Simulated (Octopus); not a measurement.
CaSe (Fm-3m, No. 225), cubic lattice constant 5.940 Å. The cell is a database entry, not relaxed again.

Level: LDA. Code: Octopus 16.4. Numerical set-up: grid spacing about 0.16 Å, Γ-centred 6×6×6 k-mesh, Fermi-Dirac smearing of 0.01 eV, no spin polarisation; PseudoDojo 0.4 LDA potentials. Spin-orbit coupling is left out. The cell is scaled uniformly. Energies of the lowest empty band count from each cell's highest valence level among the special points, at Γ; they are Kohn-Sham values at fixed points of the zone. The level at Γ is left out: two levels cross there within the series.

```csv
a (Å),ln(V/V₀),X (eV),L (eV)
5.673,-0.1381,1.516,4.568
5.733,-0.1069,1.614,4.520
5.792,-0.0760,1.704,4.470
5.851,-0.0453,1.786,4.419
5.911,-0.0150,?,?
5.940,0.0000,1.897,4.342
6.000,0.0299,1.963,4.289
```

V₀ is the volume of the database cell.

### Question
Fit each column by a quadratic in ln V through the rows shown. Give the volume deformation potentials dE/d ln V at the withheld row, and predict that row.

### Answer
Fits: X: 1.897 +2.29 x −3.4 x²; L: 4.342 −1.74 x −0.8 x², with x = ln(V/V₀). At x = -0.0150 the slopes are +2.4 eV (X), −1.7 eV (L). Predicted against computed: 1.862 against 1.862 eV, 4.368 against 4.368 eV.

The lowest of these levels is that at X in all rows.
